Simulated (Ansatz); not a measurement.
SiSnPt5 in space group P4/mmm (No. 123; Si on 1b, Sn on 1c, Pt on 4i, Pt on 1a), DFT-r²SCAN in the program Ansatz with PAW potentials, all energies at zero smearing, with the estimated change up to a 700 eV cutoff added, with one set of potentials and settings (totals compare only within such a set). Cell of 7 atoms (1 Si, 1 Sn, 5 Pt): -69365.672 eV.

| element | reference phase | E (eV/atom) |
|---|---|---|
| Si | Fd-3m, 2 atoms in the cell | -639.0667 |
| Sn | Fd-3m, 2 atoms in the cell | -6038.6401 |
| Pt | Fm-3m, 1 atoms in the cell | -12536.7848 |

Formation energy per atom, worked out: (-69365.672 − 1×(-639.0667) − 1×(-6038.6401) − 5×(-12536.7848))/7 = -0.577 eV/atom (-56 kJ per mol of atoms), at 0 K, without zero-point energy or fitted corrections.

The workflow started from a Materials Project entry (that database holds measured and hypothetical structures alike); the Crystallography Open Database copy checked does not list it. Whether it is the stable phase at ambient conditions was not checked. The cell was relaxed with r²SCAN under the symmetry of its start; whether a distortion lowers the energy is not shown. No spin polarisation was allowed. The references are the lowest solids computed at this level, not always the standard phases. Spin–orbit coupling is left out wherever it is not named.

Potentials: the later of the program's two PAW sets.
